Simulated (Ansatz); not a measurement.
# All-electron card of Li2Pd

```
Li Pd
1.0
     4.22670    0.00000    0.00000
    -2.11335    3.66043    0.00000
     0.00000    0.00000    2.73190
Li Pd
2 1
Direct
  0.33333 0.66667 0.50000
  0.66667 0.33333 0.50000
  0.00000 0.00000 0.00000
```

Atom numbers follow the list: Li1, Li2, Pd3.

The geometry is COD entry 1523156, unchecked; take it as a test cell.

Spin polarisation is left out, and whether a magnetic state lies lower isn't shown here.

All numbers are computed: DFT, LDA, all-electron LAPW, scalar-relativistic (Ansatz 0.2.0); DFT, LDA, PAW with Ansatz's default frozen-core files, scalar-relativistic (Ansatz 0.2.0).

For LAPW: a Γ-centred 11×11×15 k mesh, Fermi–Dirac smearing of 0.08 eV, basis error target 0.5 meV/atom, no spin polarisation. PAW takes a cutoff of 420 eV at this cell (files made with PBE, cores remade for this functional). The Ansatz runs share mesh, smearing and spin set-up. Values come from LAPW unless marked.

```yaml
Band_gap: "none: bands cross the Fermi level, a metal"
Volume_per_atom: 95.1 bohr³
```

(1) Give the computed value. Density of states at the Fermi level (0.2 eV bin).

(2) Bader charges (from the PAW run): what does the calculation give?

(3) Predict this quantity. Löwdin charges (with 0.60 e of the cell spilling out of the atomic basis, so their sizes and signs hang on that basis).

(4) Predict this quantity. Stress xx, yy, zz (compression positive).

(5) Pressure at this cell: what does the calculation give?

## Answers

(1) 0.72 states/eV per cell.

(2) Li1 +0.81, Pd3 -1.62 e.

(3) Li1 0.14, Pd3 0.32 e.

(4) -3.90, -3.90, -7.03 GPa.

(5) -4.95 GPa.
